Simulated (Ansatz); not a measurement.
ScAl (CsCl type, Pm-3m) under volume change, LDA in the plane-wave PAW code Ansatz, scaled uniformly.

```json
[
 {"V (Å³/atom)": "16.460", "E − E(relaxed) (meV/atom)": "[?]", "P (GPa)": "[?]"},
 {"V (Å³/atom)": "17.003", "E − E(relaxed) (meV/atom)": "19.7", "P (GPa)": "6.11"},
 {"V (Å³/atom)": "17.545", "E − E(relaxed) (meV/atom)": "4.7", "P (GPa)": "2.84"},
 {"V (Å³/atom)": "18.088", "E − E(relaxed) (meV/atom)": "0.0", "P (GPa)": "0.00"},
 {"V (Å³/atom)": "18.630", "E − E(relaxed) (meV/atom)": "4.2", "P (GPa)": "-2.43"},
 {"V (Å³/atom)": "19.173", "E − E(relaxed) (meV/atom)": "16.0", "P (GPa)": "-4.48"},
 {"V (Å³/atom)": "19.716", "E − E(relaxed) (meV/atom)": "[?]", "P (GPa)": "[?]"}
]
```

Task: Some entries are withheld; supply them.

Result: 
- 16.460, E − E(relaxed) (meV/atom): 46.7
- 16.460, P (GPa): 9.93
- 19.716, E − E(relaxed) (meV/atom): 34.3
- 19.716, P (GPa): -6.28

Task: What does a third-order Birch–Murnaghan fit give for V₀, B₀ and B′?

Result: V₀ = 18.09 Å³/atom, B₀ = 86.9 GPa, B′ = 4.1.

The first step of the workflow began from a Materials Project structure, measured or hypothetical; the Crystallography Open Database copy checked does not list it. With Sc and Al taken as one species the cell has the higher symmetry Im-3m, so it may be an ordered model of a mixed-site phase. Whether it is the stable phase at ambient conditions was not checked. The cell was relaxed with LDA under the symmetry of its start; of distortions, only those at the zone centre were tested. The run is not spin-polarised.

Potentials: the later of the program's two PAW sets.
